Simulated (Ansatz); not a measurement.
The end of the path is a generated cell of K2ZnI4: the first start was made by placing the elements on the sites of a structure type, and the end was not matched to a known phase here, so it may be hypothetical.

A geometry of K2ZnI4 away from equilibrium: step 2 of the relaxation of a generated cell, K2ZnI4 built in the AFLOW prototype A2BC4_tI14_82_bc_a_g (E3, as in Al2CdS4). All values below come from r2SCAN (plane waves to 500 eV, PAW, scalar-relativistic; Ansatz, a quantum-chemistry and plane-wave program). Γ-centred k-mesh 5×5×5 on the run's cell (coarser than for final values), Fermi–Dirac smearing 0.05 eV. The plane waves were selected for a different cell earlier on the path.

```
CELL_PARAMETERS angstrom
     -3.46176     3.46176     6.41785
      3.46176    -3.46176     6.41785
      3.46176     3.46176    -6.41785
ATOMIC_POSITIONS crystal
  K  0.50000 0.50000 0.00000
  K  0.25000 0.75000 0.50000
  Zn 0.00000 0.00000 0.00000
  I  0.38001 0.90419 0.03022
  I  0.87397 0.34980 0.96978
  I  0.09581 0.12603 0.47583
  I  0.65020 0.61999 0.52417
```

Problem. What forces act on the atoms (eV/Å)?

Solution. 
| atom | Fx | Fy | Fz |
|---|---|---|---|
| K1 | 0.00 | 0.00 | 0.00 |
| K2 | 0.00 | 0.00 | 0.00 |
| Zn3 | 0.00 | 0.00 | 0.00 |
| I4 | 1.65 | -0.58 | -0.50 |
| I5 | -1.65 | 0.58 | -0.50 |
| I6 | -0.58 | -1.65 | 0.50 |
| I7 | 0.58 | 1.65 | 0.50 |

The path ends in I-4 (No. 82). No spin polarisation in the result.

The run could not lose the symmetry of its start, so the end can be a saddle point.
